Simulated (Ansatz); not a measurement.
The relaxed structure here is a generated cell of GaCuSe2: the first start was made by placing the elements on the sites of a structure type, and the end was not matched to a known phase here, so it may be hypothetical. Known forms of GaCuSe2 include space group No. 122.

One starting cell of GaCuSe$_{2}$ (a generated trial cell of GaCuSe2 in the beta-NaFeO2 structure type) was relaxed twice with Ansatz (plane waves, PAW, scalar-relativistic): with r2SCAN at 500 eV and with PBE at 420 eV. The r2SCAN result:

```xyz
16
Lattice="6.8003 0.0000 0.0000 0.0000 7.8977 0.0000 0.0000 0.0000 6.5030" Properties=species:S:1:pos:R:3 pbc="T T T"
Cu     0.6001     4.9387     0.0396
Cu     6.2002     2.9590     3.2911
Cu     4.0002     6.9079     0.0396
Cu     2.8001     0.9898     3.2911
Ga     0.5345     0.9942     0.0102
Ga     6.2658     6.9036     3.2617
Ga     3.9346     2.9547     0.0102
Ga     2.8656     4.9430     3.2617
Se     0.5458     1.0123     2.4490
Se     6.2545     6.8855     5.7005
Se     3.9459     2.9366     2.4490
Se     2.8544     4.9612     5.7005
Se     0.5763     4.9064     2.4435
Se     6.2240     2.9914     5.6950
Se     3.9764     6.9402     2.4435
Se     2.8239     0.9575     5.6950
```

| quantity | r2SCAN | PBE |
|---|---|---|
| space group | Pna2₁ | Pna2₁ |
| volume (Å³/atom) | 21.83 | [?] |
| a (Å) | 6.800 | [?] |
| b (Å) | 7.898 | [?] |
| c (Å) | 6.503 | [?] |
| gap (eV, no spin-orbit coupling) | 0.68 | [?] |

**Question.** What does PBE give for the same quantities?

**Answer.** 
- volume (Å³/atom), PBE: 22.66
- a (Å), PBE: 6.895
- b (Å), PBE: 7.994
- c (Å), PBE: 6.579
- gap (eV, no spin-orbit coupling), PBE: 0.10

Both levels end in the same structure; PBE's volume is 3.8 % larger; its gap is 0.58 eV smaller. Neither column is exact.

No spin polarisation in the result.

The run could not lose the symmetry of its start, so the end can be a saddle point.

Ansatz is an electronic-structure program.
